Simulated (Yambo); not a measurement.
G0W0@PBEsol for Mg$_{2}$P$_{2}$O$_{7}$ (space group C2/m, No. 12) in Yambo. Reference settings: 2×2×4 Γ-centred k mesh, bands 3 to 230 and a 8 Ry block in the screening, 230 bands in G with the Bruneval-Gonze terminator, plasmon pole fitted at 27.2 eV. The PBEsol gap (0, 0, -0.5) → Γ on this mesh is 5.57 eV; G0W0 gaps are taken between the same points.

The settings were changed. The gap went from 8.27 eV to 8.20 eV, and the shift of the valence edge from -1.56 eV to -1.36 eV.

Question: Which change was made?
A. no terminator
B. 152 bands in G, no terminator
C. 2 Ry block
D. 2×2×2 mesh

Answer: A, no terminator. The others gave (gap, valence shift): 152 bands in G, no terminator: 8.12, -1.19 eV; 2×2×2 mesh: 8.26, -1.53 eV; 2 Ry block: 8.53, -1.87 eV.

Geometry of the Materials Project entry, not relaxed at this level; primitive cell a = b = 5.244 Å, c = 4.498 Å, α = β = 98.26°, γ = 104.23°.

A shift is the quasiparticle energy of the state minus its PBEsol energy.
